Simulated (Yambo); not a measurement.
BaO2 (space group I4/mmm, No. 139), G0W0@PBEsol in Yambo with this input:

```
rim_cut
gw0
dyson
el_el_corr
HF_and_locXC
ppa
em1d
RandQpts= 1000000
RandGvec= 1 Ry
EXXRLvcs= 84 Ry
VXCRLvcs= 336 Ry
Chimod= "HARTREE"
% BndsRnXp
 1 | 94 |
%
NGsBlkXp= 8 Ry
% LongDrXp
 1.0 | 1.0 | 1.0 |
%
PPAPntXp= 27.2114 eV
% GbndRnge
 1 | 94 |
%
GTermKind= "BG"
DysSolver= "n"
ExtendOut
```

On a 4×4×4 mesh, with wavefunctions cut at 84 Ry, the gap (Z → Z) is 3.739 eV and the valence edge shifts by -0.980 eV.

Q: What happens with this change: 7 Ry block?

A: The gap falls by 0.038 eV, to 3.701 eV; the shift of the valence edge becomes -0.961 eV. Neither run is shown to be the converged limit.

Geometry relaxed with PBEsol; primitive cell a = b = c = 4.301 Å, α = β = 128.00°, γ = 76.63°.

A shift is the quasiparticle energy of the state minus its PBEsol energy.
